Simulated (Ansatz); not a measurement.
Density of states of a Co₅Si₁₀Pd₃Pt₂ cell (elements on a caesium chloride lattice, relaxed), per eV and atom, broadened by Gaussian smearing of width 0.1 eV and averaged over bins of 0.3 eV, from 8 eV under the Fermi level at most up to where the solved bands end.

All numbers below come from Ansatz 0.2.0, DFT PBE, scalar-relativistic, plane waves, PAW.

Plane waves to 420 eV, a k mesh through Γ of 4×4×4 on the computed 20-atom cell and Gaussian smearing (0.10 eV); collinear spin from starting moments 0 0 0 0 0 0 0 0 0 0 3 3 3 3 3 0 0 0 0 0 μB.

```yaml
crystal:
  lattice:
    - [-0.02442, -5.56590, -0.06262]
    - [6.36141, 0.05573, 2.85808]
    - [-3.24674, 0.05040, 5.84822]
  atoms:
    - { symbol: Si, position: [0.34568, 0.24352, 0.11533] }
    - { symbol: Si, position: [0.27882, 0.50268, 0.53596] }
    - { symbol: Si, position: [0.24041, 0.61488, 0.96807] }
    - { symbol: Si, position: [0.82457, 0.35229, 0.06163] }
    - { symbol: Si, position: [0.70771, 0.50156, 0.54093] }
    - { symbol: Si, position: [0.71858, 0.66075, 0.94016] }
    - { symbol: Si, position: [0.23782, 0.93568, 0.24587] }
    - { symbol: Si, position: [0.21114, 0.11255, 0.67284] }
    - { symbol: Si, position: [0.73489, 0.96769, 0.22189] }
    - { symbol: Si, position: [0.75730, 0.10557, 0.68744] }
    - { symbol: Co, position: [0.48328, 0.19144, 0.44116] }
    - { symbol: Co, position: [0.49822, 0.36975, 0.81817] }
    - { symbol: Co, position: [0.01836, 0.08801, 0.98949] }
    - { symbol: Co, position: [0.99080, 0.40133, 0.75967] }
    - { symbol: Co, position: [0.52138, 0.50991, 0.21546] }
    - { symbol: Pd, position: [0.98540, 0.25380, 0.37975] }
    - { symbol: Pd, position: [0.51481, 0.81853, 0.49220] }
    - { symbol: Pd, position: [0.98043, 0.65900, 0.27996] }
    - { symbol: Pt, position: [0.46309, 0.93643, 0.91326] }
    - { symbol: Pt, position: [0.00532, 0.78023, 0.70539] }
```

```tsv
E − E_F (eV)	total	Co 3d	Si 3p	Pd 4d	Pt 5d
-7.90	0.183	0.014	0.064	0.024	0.021
-7.60	0.180	0.012	0.078	0.022	0.019
-7.30	0.219	0.014	0.105	0.028	0.024
-7.00	0.280	0.017	0.139	0.039	0.038
-6.70	0.494	0.032	0.222	0.085	0.091
-6.40	0.554	0.036	0.228	0.118	0.118
-6.10	0.688	0.050	0.260	0.169	0.156
-5.80	0.746	0.061	0.243	0.208	0.185
-5.50	0.757	0.065	0.218	0.242	0.185
-5.20	0.953	0.087	0.233	0.349	0.228
-4.90	0.953	0.101	0.198	0.391	0.211
-4.60	0.881	0.107	0.163	0.377	0.187
-4.30	0.889	0.129	0.149	0.368	0.195
-4.00	1.010	0.193	0.167	0.407	0.183
-3.70	0.879	0.205	0.152	0.315	0.151
-3.40	0.900	0.274	0.159	0.261	0.146
-3.10	0.925	0.374	0.150	0.202	0.142
-2.80	0.925	0.454	0.137	0.164	0.113
-2.50	1.002	0.577	0.130	0.143	0.092
-2.20	1.131	0.704	0.121	0.150	0.091
-1.90	1.266	0.869	0.118	0.132	0.080
-1.60	1.186	0.888	0.102	0.083	0.057
-1.30	0.768	0.523	0.100	0.051	0.036
-1.00	0.483	0.289	0.087	0.034	0.023
-0.70	0.449	0.263	0.084	0.032	0.020
-0.40	0.401	0.221	0.080	0.029	0.019
-0.10	0.363	0.166	0.085	0.026	0.021
0.20	0.472	0.183	0.123	0.034	0.028
0.50	0.502	0.165	0.138	0.038	0.028
0.80	0.542	0.154	0.157	0.036	0.030
1.10	0.515	0.129	0.176	0.029	0.027
1.40	0.508	0.110	0.199	0.027	0.023
1.70	0.397	0.075	0.162	0.019	0.016
2.00	0.396	0.066	0.166	0.017	0.014
2.30	0.432	0.063	0.188	0.017	0.014
```

The columns after the total are the largest Löwdin projections on the valence shells of the potentials, so they needn't add up, and the weight of a shell that a potential lacks goes to other orbitals. The cell has no gap on the mesh.

The relaxation stopped before its thresholds.

The k mesh is coarse. Spin-orbit coupling is left out, which matters for the bands of heavy elements.

Cost: 2 runs of about 64 core-minutes in all (earlier runs that led there not counted), on AMD EPYC 7R43 (Zen 3) (shared hosts).